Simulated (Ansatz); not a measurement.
RbBr:
```xyz
2
Lattice="0.0000 3.4630 3.4630 3.4630 0.0000 3.4630 3.4630 3.4630 0.0000" Properties=species:S:1:pos:R:3 pbc="T T T"
Rb     0.0000     0.0000     0.0000
Br     3.4630     3.4630     3.4630
```

Relaxed with r²SCAN. Special points in fractions of this cell's reciprocal vectors: Γ (0.000, 0.000, 0.000); X (0.500, 0.000, 0.500); U (0.625, 0.250, 0.625); K (0.375, 0.375, 0.750); L (0.500, 0.500, 0.500); W (0.500, 0.250, 0.750).

**Question.** List the band energies nearest the valence-band maximum at these points for r²SCAN with spin–orbit coupling (plane waves, PAW; program Ansatz).

**Answer.** In eV from the valence-band maximum; about four levels below and three above (degenerate sets whole), none deeper than 8.9 eV; points with the same levels are listed once.

| k | below | above |
|---|---|---|
| Γ | 0.00 0.00 0.00 0.00 | 4.73 4.73 7.71 7.71 7.71 7.71 |
| X | -0.36 -0.36 -0.16 -0.16 | 5.94 5.94 7.67 7.67 |
| U | -0.47 -0.47 -0.31 -0.31 | 6.65 6.65 8.41 8.41 |
| L | -0.56 -0.56 -0.34 -0.34 | 7.05 7.05 8.01 8.01 |
| W | -0.42 -0.42 -0.38 -0.38 | 7.37 7.37 7.40 7.40 |

Space group Fm-3m (rock salt). The r²SCAN relaxation kept the symmetry of its start; phonons on a q-mesh show no instability.

Potentials: the later of the program's two PAW sets.
